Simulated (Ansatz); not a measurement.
A geometry of SiS₂ away from equilibrium: step 8 of the relaxation of a relaxed SiS2 cell, doubled along one cell vector, shaken by Gaussian noise of σ = 0.08 Å a coordinate. The numbers are results of r2SCAN (plane waves to 500 eV, PAW, scalar-relativistic; Ansatz, a first-principles code), not measurements. Γ-centred k-mesh 3×5×6 on the run's cell (coarser than for final values), Fermi–Dirac smearing 0.05 eV. The plane waves were selected for a different cell earlier on the path.

```
SiS2
1.0
    8.68760     0.07563    -0.00937
    0.03782     4.09460     0.02078
   -0.00431     0.01912     3.98584
S Si
4 2
Direct
  0.98546   0.50167   0.01310
  0.51556   0.60623   0.18501
  0.18603   0.00473   0.11509
  0.79156   0.98788   0.76074
  0.27418   0.49367   0.06962
  0.73105   0.49096   0.91740
```

Give the Cartesian forces on all atoms (eV/Å).


```
atom     Fx     Fy     Fz
----  -----  -----  -----
S1    -0.88   0.08  -0.09
S2     0.11  -0.30   0.08
S3    -0.08  -0.36   0.14
S4    -0.02   0.34  -0.43
Si5    0.87   0.34   0.16
Si6    0.00  -0.10   0.14
```

The path ends in P-4m2 (No. 115). No spin polarisation in the result. Without a van der Waals term the distances between weakly bound units are poorly fixed.

The end of the path is a generated cell of SiS2: the first start was made by a random draw of sites in a space group, and the end was not matched to a known phase here, so it may be hypothetical.
